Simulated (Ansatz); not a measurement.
Phonons of Si (diamond) at Γ, L = (0.5, 0.0, 0.0), X = (0.5, 0.5, 0.0).

Si (diamond)

```
Si
1.0
    0.00000     2.73515     2.73515
    2.73515     0.00000     2.73515
    2.73515     2.73515     0.00000
Si
2
Direct
  0.50000   0.50000   0.50000
  0.75000   0.75000   0.75000
```

All values below come from PBE (plane waves to 420 eV, PAW, scalar-relativistic; Ansatz, an electronic-structure program). DFPT wavenumbers on a 8×8×8 k mesh, in cm⁻¹; i marks imaginary ones, q is in fractions of the reciprocal vectors of the cell shown, and the three acoustic modes at Γ are left out. The program warned that its band solver left a few bands short of their tolerance. This mesh is coarse for a metal or narrow-gap crystal: a denser one can move the values by 10 % and more. Si was relaxed with its symmetry unable to fall.

| q | wavenumbers (cm⁻¹) |
|---|---|
| Γ | 503 (×3) |
| L = (0.5, 0.0, 0.0) | 111 (×2), 370, 399, 477 (×2) |
| X = (0.5, 0.5, 0.0) | 146 (×2), 401 (×2), 446 (×2) |

The structure shows no imaginary mode at these points (lowest 111 cm⁻¹ at L = (0.5, 0.0, 0.0)); other wave vectors were not tested.

Highest mode: 503 cm⁻¹ at Γ.
